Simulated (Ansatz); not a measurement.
GaAs:
Space group P4/mmm (No. 123); a = 2.676 Å, b = 2.676 Å, c = 5.467 Å, α = 90.00°, β = 90.00°, γ = 90.00°

| atom | site | symmetry | x | y | z |
|---|---|---|---|---|---|
| Ga | 1b | 4/mmm | 0.0000 | 0.0000 | 0.5000 |
| As | 1a | 4/mmm | 0.0000 | 0.0000 | 0.0000 |

Relaxed at zero pressure with plane-wave PAW r²SCAN (Ansatz code).

**Question.** The volume is raised by 3 % and shape and atoms relax at that volume. What pressure results, and how do the axes share the change?

**Answer.** -2.0 GPa; a 0.9 %, b 0.9 %, c 1.1 %; the energy rises by 4 meV/atom.

**Question.** Give the new structure.

**Answer.** 
Space group P4/mmm (No. 123); a = b = 2.7002 Å, c = 5.5287 Å, α = β = γ = 90.00°

```
atom  site  symmetry       x       y       z
----  ----  --------  ------  ------  ------
Ga      1b     4/mmm  0.0000  0.0000  0.5000
As      1a     4/mmm  0.0000  0.0000  0.0000
```

The phase is kept; no other phase was compared at this pressure.

The first step of the workflow began from a Materials Project structure, measured or hypothetical; the Crystallography Open Database copy checked does not list it. It is not the phase usual at ambient conditions (space group No. 216). Symmetry was held in the r²SCAN relaxation; of distortions, only those at the zone centre were tested.

Potentials: the earlier of the program's two PAW sets.
